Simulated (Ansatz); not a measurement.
GaN:
```
GaN
1.0
    3.18312     0.00000     0.00000
   -1.59156     2.75666     0.00000
    0.00000     0.00000     5.18369
Ga N
2 2
Direct
  0.66667   0.33333   0.00099
  0.33333   0.66667   0.50099
  0.66667   0.33333   0.62421
  0.33333   0.66667   0.12421
```

Cartesian axes are those of the cell as given.

Q: Give the high-frequency dielectric tensor and the Born effective charge tensors of the independent atoms from DFPT, r²SCAN in the plane-wave PAW code Ansatz.

A: 
ε∞:
```
5.37  0.00  0.00
0.00  5.37  0.00
0.00  0.00  5.55
```
Z* of atom 1 (Ga), rows: field, columns: displacement, in e:
```
2.63  0.00  0.00
0.00  2.63  0.00
0.00  0.00  2.77
```
Z* of atom 3 (N), rows: field, columns: displacement, in e:
```
-2.63   0.00   0.00
 0.00  -2.63   0.00
 0.00   0.00  -2.77
```

Static charges for comparison (Bader): Ga1 +1.66, N3 -1.66 e. Born charges measure polarisation by displacement and can exceed these by far.

Space group P6_3mc (wurtzite). The cell was relaxed with r²SCAN under the symmetry of its start; phonons on a q-mesh show no instability. Spin–orbit coupling is left out wherever it is not named.

Potentials: the later of the program's two PAW sets.
